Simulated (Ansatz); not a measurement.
Clean, relaxed (110) surface of Si2Ni, space group Fm-3m (No. 225) (top face towards +c; atoms held fixed, by place in the list: 1, 2, 3, 4, 5, 6, 7, 8, 9, 10, 11, 12):

```xyz
24
Lattice="7.6107 0.0000 0.0000 0.0000 5.3816 0.0000 0.0000 0.0000 22.7080" Properties=species:S:1:pos:R:3 pbc="T T T"
Si    3.8053    4.0362    8.5000
Si    0.0000    4.0362    8.5000
Si    3.8053    1.3454    8.5000
Si    0.0000    1.3454    8.5000
Ni    1.9027    2.6908    8.5000
Ni    5.7080    2.6908    8.5000
Si    5.7080    1.3454   10.4027
Si    1.9027    1.3454   10.4027
Si    5.7080    4.0362   10.4027
Si    1.9027    4.0362   10.4027
Ni    3.8053    0.0000   10.4027
Ni    0.0000    0.0000   10.4027
Si    0.0000    4.0520   12.3635
Si    3.8053    4.0520   12.3635
Si    0.0000    1.3296   12.3635
Si    3.8053    1.3296   12.3635
Ni    5.7080    2.6908   12.2233
Ni    1.9027    2.6908   12.2233
Si    1.9027    1.4333   14.2438
Si    5.7080    1.4333   14.2438
Si    1.9027    3.9483   14.2438
Si    5.7080    3.9483   14.2438
Ni    0.0000    0.0000   14.2089
Ni    3.8053    0.0000   14.2089
```

Computed with DFT PBE+D3(BJ), scalar-relativistic, plane waves, PAW in Ansatz 0.2.0. Settings: cutoff 420 eV, Γ-centred mesh 4×6×1 on the computed 24-atom cell, Gaussian smearing of 0.10 eV; no spin polarisation. A dipole correction removes the field between periodic images along c.

S (atom) is adsorbed on the top face, one adsorbate per 41.0 Å², and relaxed from 2 starting sites (fractions of a and b). E_ads counts from the clean slab and the free adsorbate (spin-polarised where it has unpaired electrons); negative means bound. Heights count from the highest slab atom after relaxation. Δφ is the top face's. Δp counts per cell along +c. Bonded neighbours lie within 1.25 times the sum of covalent radii (1.35 for H) and, on that scale, within 12 % of the closest. With the adsorbate the cell is lengthened along c to keep the vacuum.

```json
{"start": "top (Si) at (0.25, 0.73)", "ends at": "(0.25, 0.50), 2 bonded neighbours (Si)", "E_ads (eV)": "-4.77", "height (Å)": "1.59", "shortest contact": "S–Si 2.16 Å", "Δφ (eV)": "+0.13", "Δp (e·Å)": "-0.029"}
{"start": "hollow (Ni-Si-Si) at (0.83, 0.00)", "ends at": "(0.81, 0.00), 3 bonded neighbours (Ni and Si)", "E_ads (eV)": "-3.77", "height (Å)": "1.70", "shortest contact": "S–Ni 2.25 Å", "Δφ (eV)": "+0.10", "Δp (e·Å)": "-0.006"}
```

Among the sites tried, the lowest end comes from the top (Si) at (0.25, 0.73) start; other sites may lie lower.

Each end is the local minimum or symmetric point that its start leads to. The slab is only 5.7 Å thick, so the energies aren't converged with thickness.

Cost: 3 runs of about 57 core-minutes in all, on Intel Xeon Platinum 8488C (Sapphire Rapids) (shared hosts).